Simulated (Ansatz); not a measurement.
RuSb2: enthalpy against pressure

RuSb2, Pnnm, a = 5.978 Å, b = 6.714 Å, c = 3.214 Å. The structure is a COD entry; whether it is the stable form wasn't checked. Ansatz: r2SCAN, PAW, 500 eV, Γ-centred 6×6×12 mesh on 6 atoms, Gaussian smearing 0.01 eV; no spin polarisation. Cell and atoms are relaxed at each pressure, and no other structure is tried, so the rows at high pressure may lie past a change of phase. y is the enthalpy over the state at zero pressure; there V0 = 21.498 Å³/atom. The pressures are the targets, met within 0.03 GPa.

```tsv
P (GPa)	y (eV/atom)
-1.0	-0.1348
0.0	0.0000
1.0	0.1337
4.0	0.5287
12.0	1.5442
25.0	3.1031
50.0	?
90.0	9.9198
```

**Question.** Fit y = c1 P + c2 P² + c3 P³ to the other rows, say what c1 and c2 mean, and predict the missing value.

**Answer.** Least squares on the rows shown. y = 0.13359 P − 0.00042470 P² + 1.8341×10⁻⁶ P³. Since dH/dP = V, c1 is V0: 0.13359 eV/GPa × 160.2 = 21.401 Å³ against 21.498; c2 = −V0/(2B0) gives B0 = 157 GPa, where a Birch–Murnaghan fit to the volumes of the same runs (not shown) gives 124 GPa: a cubic over this range folds the higher terms into c2. Above P = −c2/(3 c3) = 77 GPa the cubic's slope, the volume, would rise with pressure, so the form fails there. At P = 50.0 the fit asked for gives 5.8470 eV/atom. The run gave 5.8788 eV/atom, so the fit is 0.0318 eV/atom too low, 0.32 % of the span of the series, against an rms of 0.0007 eV/atom on the fitted rows. With a term in P⁴ added, a fit to the same known rows predicts 5.9050 eV/atom, which misses by about as much or more on the other side: the known rows don't fix the higher terms.

Where the gap has closed, the smearing of 0.02 eV or less is narrow for a metal on this mesh. The mesh isn't the same in all rows (6×6×12, 8×6×12).